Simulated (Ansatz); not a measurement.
## Compressing TaO$_{3}$: a fit and a missing row

TaO$_{3}$, Pm-3m, a = 3.923 Å. The structure is a Materials Project entry; whether it is the stable form wasn't checked. Ansatz: PBEsol, PAW, 420 eV, Γ-centred 10×10×10 mesh on 4 atoms, Gaussian smearing 0.10 eV; collinear spin, largest moment 0.2 μB. Symmetry fixes shape and atoms, so the cell is only scaled; pressure is positive in compression.

| V (Å³/atom) | P (GPa) |
| --- | --- |
| 14.191 | ? |
| 14.644 | 6.41 |
| 15.097 | -0.01 |
| 15.549 | -5.08 |
| 16.002 | -9.77 |

Task: Take V0 = 15.097 Å³/atom, count pressures from its P0 = -0.01 GPa, fit the third-order Birch–Murnaghan form to the other rows, and predict the missing pressure.

Result: With the Eulerian strain f = ½[(V0/V)^(2/3) − 1] and y = (P − P0)/[3f(1 + 2f)^(5/2)], the form is the line y = B0 + 1.5 B0 (B0′ − 4) f. Rows (f, y): 0.01026, 198.2; -0.00974, 182.3; -0.01903, 188.4. Means f = -0.006170, y = 189.63; Σ(Δf)² = 0.0004481, ΣΔfΔy = 0.1828; the slope is their ratio. y = 192.2 + 408.0 f GPa, so B0 = 192.2 GPa and B0′ = 4 + 2 × (408.0)/(3 × 192.2) = 5.42. At V = 14.191, f = 0.02106, y = 200.79 and P = 14.05 GPa. The run gave 13.99 GPa, so the fit is 0.06 GPa too high, within the rms miss on the fitted rows (0.16 GPa). The form still works here, 33 % of the fitted range beyond its end. Note that the largest moment runs from 0.14 to 0.33 μB along the series.

The largest moment runs from 0.14 to 0.33 μB along the series, so B0 and B0′ hold the change of the moment too.

The state reached may not be the lowest one. Spin–orbit coupling is left out, which can shift energies with elements as heavy as these.